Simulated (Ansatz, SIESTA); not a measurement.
Given: the input of a run of SIESTA 5.4.2 on CsLiCr2Te2S3. Atoms were shifted at random by some hundredths of an Å from the given cell, which wasn't relaxed again for these runs. The cell comes from a database or a generator and needn't be the stable form of this composition.

The input CsLiCr2Te2S3.fdf:

```
SystemName                      CsLiCr2Te2S3
SystemLabel                     CsLiCr2Te2S3
NumberOfSpecies                 5
NumberOfAtoms                   9
%block ChemicalSpeciesLabel
  1  55 Cs
  2   3 Li
  3  24 Cr
  4  52 Te
  5  16 S
%endblock ChemicalSpeciesLabel

LatticeConstant                 1.0 Ang
%block LatticeVectors
     6.1079200000    -0.0188600000     0.0058100000
    -2.2882200000     5.9315100000     0.0033300000
    -1.3846200000    -2.1939500000     7.5626000000
%endblock LatticeVectors
AtomicCoordinatesFormat         Fractional
%block AtomicCoordinatesAndAtomicSpecies
     0.0552280000     0.1012980000     0.9906230000  1  Cs
     0.5659770000     0.5850150000     0.5791320000  2  Li
     0.0834540000     0.5009180000     0.5842240000  3  Cr
     0.4344880000     0.0296480000     0.5359410000  3  Cr
     0.5386850000     0.7610850000     0.2762350000  4  Te
     0.0096030000     0.6601900000     0.3039130000  4  Te
     0.7712320000     0.3628500000     0.7041810000  5  S
     0.3986970000     0.8303170000     0.7489410000  5  S
     0.1917470000     0.2337250000     0.4853780000  5  S
%endblock AtomicCoordinatesAndAtomicSpecies

%block kgrid.MonkhorstPack
    5   0   0  0.0
    0   5   0  0.0
    0   0   4  0.0
%endblock kgrid.MonkhorstPack
XC.Functional                   GGA
XC.Authors                      PBE
PAO.BasisSize                   DZP
PAO.EnergyShift                 0.003 Ry
Mesh.Cutoff                     800 Ry
Spin                            polarized
%block DM.InitSpin
    1   0.000
    2   0.000
    3   3.000
    4   3.000
    5   0.000
    6   0.000
    7   0.000
    8   0.000
    9   0.000
%endblock DM.InitSpin
OccupationFunction              FD
ElectronicTemperature           0.05 eV
MaxSCFIterations                200
SCF.MustConverge                false
SCF.Mixer.Method                Pulay
SCF.Mixer.Weight                0.1
SCF.Mixer.History               10
SCF.DM.Tolerance                5.0e-05
SCF.H.Tolerance                 1.0e-03 eV
WriteForces                     true
Charge.Mulliken                 end
%block PAO.PolarizationScheme
  Li non-perturbative
%endblock PAO.PolarizationScheme
%block PAO.Basis
  Cs 5
  n=5 0 2
    4.696 0.000
  n=6 0 2
    9.500 0.000
  n=5 1 2
    5.738 0.000
  n=6 1 1
    9.500
  n=5 2 1
    7.000
  Li 3
  n=1 0 2
    2.782 0.000
  n=2 0 2
    9.500 0.000
  n=2 1 1
    9.500
  Cr 5
  n=3 0 2
    2.885 0.000
  n=4 0 2
    8.703 0.000
  n=3 1 2
    3.267 0.000
  n=4 1 1
    8.703
  n=3 2 2
    6.381 0.000
  Te 4
  n=5 0 2
    5.635 0.000
  n=5 1 2
    7.297 0.000
  n=4 2 2
    3.260 0.000
  n=5 2 1
    7.297
%endblock PAO.Basis
Diag.ParallelOverK              true
```

Potentials or basis: PseudoDojo 0.4 standard (PBE files), converted to PSML, two zetas on semicore shells, DZP (energy shift 0.003 Ry; two zetas on semicore shells; d shell added on Cs).

Run with:

```console
$ mpirun -n 4 siesta CsLiCr2Te2S3.fdf > CsLiCr2Te2S3.out 2>&1
```

Task: Set up the same calculation for Ansatz 0.2.0. Potentials or basis there: Ansatz PAW, cutoff 420 eV.

Result: As run (cutoffs and basis follow the program's own potentials, and thresholds, step limits or extra output files can differ):

input.yaml

```yaml
crystal:
  lattice:
    - [6.10792, -0.01886, 0.00581]
    - [-2.28822, 5.93151, 0.00333]
    - [-1.38462, -2.19395, 7.5626]
  atoms:
    - { symbol: Cs, position: [0.055228, 0.101298, 0.990623] }
    - { symbol: Li, position: [0.565977, 0.585015, 0.579132] }
    - { symbol: Cr, position: [0.083454, 0.500918, 0.584224], spin: 3.0 }
    - { symbol: Cr, position: [0.434488, 0.029648, 0.535941], spin: 3.0 }
    - { symbol: Te, position: [0.538685, 0.761085, 0.276235] }
    - { symbol: Te, position: [0.009603, 0.66019, 0.303913] }
    - { symbol: S, position: [0.771232, 0.36285, 0.704181] }
    - { symbol: S, position: [0.398697, 0.830317, 0.748941] }
    - { symbol: S, position: [0.191747, 0.233725, 0.485378] }
hamiltonian:
  xc: pbe
  pseudopotentials: { kind: paw }
magnetization:
  spin_polarized: true
kpoints:
  mp_grid: { grid: [5, 5, 4] }
scf:
  occupations: { method: fermi_dirac, width: 0.05 }
output:
  forces: true
  stress: true
  eigenvalues: true
```

Potentials or basis: Ansatz PAW.

Run with:

```console
$ ansatz run input.yaml --threads 8 --pin off --max-ram 20480MiB --backend cpu --events-out ev --progress --plain --runs-dir out
```

Both were run:

|  | SIESTA | Ansatz |
| --- | --- | --- |
| Pressure | 0.8 GPa | 0.2 GPa |
| Net moment | 5.48 μB per cell | 5.42 μB per cell |
| Energy over the undisturbed cell | 5.9 meV/atom | 5.7 meV/atom |

Ansatz's pressure holds a Pulay term of +0.02 GPa for its cutoff of 420 eV, which the other run lacks.

Where Ansatz's input types no cutoff or centring, it takes its own default and a Γ-centred mesh.

The magnetic state is the one that the start led to; the real crystal's order can differ.

Pressure is positive in compression.
